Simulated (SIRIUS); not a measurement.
Worked example: self-consistent single point of SiC (F-43m, 8 atoms in the cell; from Materials Project mp-8062, changed as shown) in SIRIUS.

Computed with PBE, SSSP 1.1.2 efficiency PBE pseudopotentials (plane waves; SIRIUS).

The change in words: lattice scaled by 0.98. Reference geometry (F-43m):
```xyz
8
Lattice="4.3540 0.0000 0.0000 0.0000 4.3540 0.0000 0.0000 0.0000 4.3540" Properties=species:S:1:pos:R:3 pbc="T T T"
Si     1.0885     1.0885     3.2655
Si     1.0885     3.2655     1.0885
Si     3.2655     1.0885     1.0885
Si     3.2655     3.2655     3.2655
C      0.0000     0.0000     0.0000
C      0.0000     2.1770     2.1770
C      2.1770     0.0000     2.1770
C      2.1770     2.1770     0.0000
```

Reference input (self-consistent single point, DFT, PBE, plane waves, SSSP 1.1.2 efficiency PBE pseudopotentials): parameters.ngridk = 6 6 6; parameters.xc_functionals = [XC_GGA_X_PBE, XC_GGA_C_PBE]; parameters.gk_cutoff = 8.062 1/bohr; parameters.pw_cutoff = 25.496 1/bohr; parameters.smearing = gaussian; parameters.smearing_width = 0.0001 Ha; potentials = SSSP 1.1.2 efficiency PBE pseudopotentials; parameters.electronic_structure_method = pseudopotential; parameters.num_bands = 20; parameters.num_mag_dims = 0; parameters.num_dft_iter = 100; parameters.energy_tol = 1e-07 Ha. This run's input differs from it in these lines:

```diff
@@ -32,5 +32,5 @@
     "lattice_vectors": [
-      [8.2278486494, 0.0, 0.0],
-      [0.0, 8.2278486494, 0.0],
-      [0.0, 0.0, 8.2278486494]
+      [8.0632912984, 0.0, 0.0],
+      [0.0, 8.0632912984, 0.0],
+      [0.0, 0.0, 8.0632912984]
     ],
```

Output, abridged:

```
[find] density tolerance         : 1e-06
[find] total energy tolerance    : 1e-07
[find] iter_solver_tol (initial) : 0.01
[find] iter_solver_tol (target)  : 1e-13
[find] num_dft_iter              : 100
Charges and magnetic moments
--------------------------------------------------------------------------------
total charge          : 32.000000
[find] | SCF iteration   0 out of 100|
[diagonalize] iterative solver tolerance (occupied, empty): 0.01 0.01
[diagonalize] average number of iterations: 2.05
[find] Charges and magnetic moments
[find] total charge          : 32.000000
[find] Energy
   [... lines left out ...]

[find] Charges and magnetic moments
[find] total charge          : 32.000000
[find] Energy
[find] smearing (-TS)                 :       0.00000000
[find] Total energy                   :     -59.77358539 (Ha),    -119.54717077 (Ry)
[find] Free energy (E-TS)             :     -59.77358539 (Ha),    -119.54717077 (Ry)
[find] band gap (eV)                  :       1.29566546
[find] Efermi                         :       0.38242721
[find] iteration : 12, RMS (target) : 6.0864e-07 (1.0000e-06) , energy difference (target) : -1.9824e-12 (1.0000e-07)
[find] bands are converged : true
[find] iterative solver converged : true
[find] converged after 13 SCF iterations!
[find] Charges and magnetic moments
[find] total charge          : 32.000000
[find] Energy
[find] smearing (-TS)                 :       0.00000000
[find] Total energy                   :     -59.77358539 (Ha),    -119.54717077 (Ry)
[find] Free energy (E-TS)             :     -59.77358539 (Ha),    -119.54717077 (Ry)
[find] band gap (eV)                  :       1.29566546
[find] Efermi                         :       0.38242721
[ground_state] === stress tensor components [kbar] ===
[ground_state] === stress_total ===
[ground_state]  -196.694858    0.000000   -0.000000
[ground_state]     0.000000 -196.694858    0.000000
[ground_state]    -0.000000    0.000000 -196.694858
[ground_state] ==== total Forces in Ha/bohr =====
[ground_state] atom:    0, force:       0.0000000      0.0000000      0.0000000
   [... zero for the other atoms too ...]
```

The run converged in 13 iterations. SIRIUS prints the stress tensor with tension positive. Against the reference run the free energy goes up by 43.9 meV/atom, the pressure goes from 4.08 to 19.67 GPa and the gap on the mesh goes from 1.354 to 1.296 eV.

The structure comes from a collection of computed structures, made at another level of theory; the collection holds predicted forms beside known ones.

Cost on one core: about 40 core-seconds (a rough figure).

The gap that the log prints is read on the run's mesh, which can miss the band edges or a crossing.
